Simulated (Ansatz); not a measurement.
# What a change of settings does to a run on MgMo

The cell was built from the L11 type and relaxed in the same program; it needn't be a known or the stable phase. The listed cell was then made from it by scaling, straining or moving an atom.

First run: DFT, PBEsol, PAW with Ansatz's default frozen-core files, scalar-relativistic (Ansatz 0.2.0).

Command: `ansatz run input.yaml --threads 1 --pin off --max-ram 2048MiB --backend cpu --events-out ev --progress --plain --runs-dir out` The run took 66 s on 1 thread of AMD EPYC (Zen 3), with other jobs on the host, peak memory 0.76 GiB.

```yaml
crystal:
  lattice:
    - [1.3915957845, -0.7846668373, 4.8762299416]
    - [0.0325129553, 1.6256477651, 4.8762299416]
    - [-1.4241087398, -0.8409809278, 4.8762299416]
  atoms:
    - { symbol: Mg, position: [0.0, 0.0, 0.0] }
    - { symbol: Mo, position: [0.5, 0.5, 0.5] }
kpoints:
  mp_grid: { grid: [13, 13, 13] }
scf:
  occupations: { method: fermi_dirac, width: 0.03 }
hamiltonian:
  xc: pbesol
  pseudopotentials: { kind: paw }
output:
  forces: true
  stress: true
  eigenvalues: true
  efg: { contact_densities: true }
```

Result: converged; pressure 0.14 GPa; no gap on the k mesh; 6 SCF iterations.

The input is then changed:

```diff
@@ -8,5 +8,5 @@
     - { symbol: Mo, position: [0.5, 0.5, 0.5] }
 kpoints:
-  mp_grid: { grid: [13, 13, 13] }
+  mp_grid: { grid: [20, 20, 20] }
 scf:
   occupations: { method: fermi_dirac, width: 0.03 }
@@ -14,4 +14,5 @@
   xc: pbesol
   pseudopotentials: { kind: paw }
+  dispersion: d4
 output:
   forces: true
```

What does the second run give?

It converged; pressure -1.50 GPa; no gap on the k mesh; 6 SCF iterations.

The results part of its log:

```
SCF 1 converged in 6 iterations: F = -6808.887627 eV  dr2 = 2.62e-9
  greatest PAW one-centre occupation: 1.000 electrons in one spin orbital (limit 2), on the Mg atom at site 0 (counted from 0), in its partial waves of l = 0
SCF converged after 6 iterations
Free energy (F): -6808.887627 eV
Harris-Foulkes:  -6808.887627 eV  (|F-HF|=7.20e-10)
Internal energy: -6808.883100 eV  (E = F + TS)
E sigma→0 (E₀):  -6808.885364 eV
Entropy (-TS):   -0.004527 eV (-2.263 meV/atom)
Fermi energy:    13.546815 eV
--- Per-component energies (eV) ---
  E_band       = -421.979442
  E_kinetic    = 516.234321
  E_local      = -2395.623690  (includes V_loc(G=0)·N_el)
  E_nonlocal   = 241.739689
  E_hartree    = 825.437471
  E_xc         = -210.729779
  E_vxc        = -265.207477  (∫ρ·V_xc dr)
  E_paw        = -3424.176227  (= ΣΔE_a)
  E_vpaw       = -169.996931  (= ΣTr[D̂ρ^β])
  E_aug_tail   = 0.000035  (compensation charges beyond the density's cutoff)
  E_ewald      = -2361.689306
  E_disp       = -0.343774  (pairwise vdW)
  E_core_change = 0.268162  (= ΣΔE_core)
  E_smearing   = -0.004527  (= −TS)
  E_closure    = 0.000000  (closes the sum)
  Σ components = -6808.887627   (vs F -6808.887627, Δ=0.00e0)
--- Forces (eV/Å), atoms counted from 1 ---
  atom   1  Mg     0.00000000     0.00000000     0.00000000
  atom   2  Mo     0.00000000     0.00000000     0.00000000
  max |Σ_I F_I| component: 0.00e0 eV/Å
--- Stress (GPa, compression-positive) ---
       -1.552103       1.240450      -1.055430
        1.240450      -1.253705       0.012832
       -1.055430       0.012832      -1.707202
  P = ⅓ Tr σ = -1.5043 GPa (-15.043 kbar)
--- PAW observables at the nuclei: V_zz in 10²¹ V/m², potentials from the cell's mean, atoms counted from 1 ---
  atom   1  Mg V_zz =    -1.763393   η = 0.0195   by run symmetry: allowed
            electrostatic potential = -1108.610654 V   contact ρ = 7766.193599 e/Å³
  atom   2  Mo V_zz =   +11.468121   η = 0.2464   by run symmetry: allowed
            electrostatic potential = -6354.248392 V   contact ρ = 594323.688160 e/Å³
--- Band table (eV; the first three rows and the last of 4004) ---
  k-point 0: bands = ["-61.1687", "-47.0736", "-28.0901", "-28.0889", "-28.0650", "-21.2446", "-20.5965", "-20.5200", "6.1328", "9.8289", "12.7035", "12.9264", "13.6881", "15.6146", "15.8323", "17.4366"]
  k-point 1: bands = ["-61.1685", "-47.0701", "-28.0924", "-28.0894", "-28.0646", "-21.2411", "-20.6205", "-20.5262", "6.2045", "9.9064", "12.6198", "12.8739", "13.7512", "15.6749", "15.8129", "17.4732"]
  k-point 2: bands = ["-61.1677", "-47.0601", "-28.0992", "-28.0908", "-28.0635", "-21.2309", "-20.6915", "-20.5427", "6.4160", "10.1268", "12.4013", "12.7238", "13.9520", "15.7179", "15.8608", "17.5921"]
  k-point 4003: bands = ["-61.1687", "-47.0736", "-28.0901", "-28.0888", "-28.0624", "-21.2516", "-20.5966", "-20.5200", "7.6894", "8.1543", "11.3799", "12.9306", "13.6919", "15.6617", "15.8725", "20.1729"]
```
